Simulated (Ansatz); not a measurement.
Ga2Pt:
```
Ga2Pt
1.0
    0.00000     2.96664     2.96664
    2.96664     0.00000     2.96664
    2.96664     2.96664     0.00000
Pt Ga
1 2
Cartesian
  0.00000   0.00000   0.00000
  1.48332   1.48332   1.48332
  4.44996   4.44996   4.44996
```

Relaxed with r²SCAN. Special points in fractions of this cell's reciprocal vectors: Γ (0.000, 0.000, 0.000); X (0.500, 0.000, 0.500); U (0.625, 0.250, 0.625); K (0.375, 0.375, 0.750); L (0.500, 0.500, 0.500); W (0.500, 0.250, 0.750).

### Question
List the band energies nearest the Fermi level at these points for plane-wave PAW r²SCAN with spin–orbit coupling (Ansatz code).

### Answer
In eV from the Fermi level; about four levels below and three above (degenerate sets whole), none deeper than 8.9 eV; points with the same levels are listed once.

| k | below | above |
|---|---|---|
| Γ | -3.51 -3.51 -3.51 -3.51 | 0.35 0.35 4.05 4.05 |
| X | -2.20 -2.20 -1.87 -1.87 | 2.06 2.06 4.44 4.44 |
| U | -2.09 -2.09 -0.84 -0.84 | 2.94 2.94 6.39 6.39 |
| L | -3.18 -3.18 -3.15 -3.15 | 0.83 0.83 1.49 1.49 |
| W | -2.74 -2.74 -1.05 -1.05 | 5.07 5.07 5.16 5.16 |

Space group Fm-3m (fluorite or antifluorite type). The workflow started from an entry of the Crystallography Open Database (COD). Its standing as an ambient phase is unchecked. Symmetry was held in the r²SCAN relaxation; its stability against distortions is not shown here. No spin polarisation was allowed.

Potentials: the later of the program's two PAW sets.
